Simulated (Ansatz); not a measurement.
# Is this In3GaAs4 structure stable?

The cell was found from a structure generator's guess, not taken from experiment.

Computed with Ansatz 0.2.0, DFT PBE, scalar-relativistic, plane waves, PAW. The final run on the 8-atom cell used 420 eV, a Γ-centred 12×12×4 mesh, 0.10 eV smearing and no spin polarisation.

```xyz
8
Lattice="4.2880 0.0000 0.0000 -2.1440 3.7135 0.0000 0.0000 0.0000 14.1360" Properties=species:S:1:pos:R:3 pbc="T T T"
In    0.0000    0.0000    3.5415
In    2.1440    1.2378   14.0583
In    2.1440    1.2378    7.1628
Ga    0.0000    0.0000   10.6125
As    0.0000    0.0000    6.2172
As    0.0000    0.0000   13.1160
As    2.1440    1.2378    2.5985
As    2.1440    1.2378    9.8531
```

Energies over the elements count from the elements' standard structures at the same level, with no fitted energy shifts.

**Question.** These tests were run: energy against the elements; random kick, then relaxation without symmetry; phonons on a 2×2×1 q mesh. What do they show?

**Answer.**

| test | result |
| --- | --- |
| energy against the elements | −0.24 eV/atom |
| random kick, then relaxation without symmetry | returns |
| phonons on a 2×2×1 q mesh | no imaginary mode on the mesh, but the interpolation dips to 6i cm⁻¹ between its points |

It fails none of these tests. Other phases of the system weren't compared here, so this isn't yet thermodynamic stability.

The reference form of As is held partly by dispersion forces, which this level lacks. The kick test ran on a coarse mesh. The run for the phonons used a 12×12×4 k mesh and Fermi–Dirac smearing of 0.15 eV.
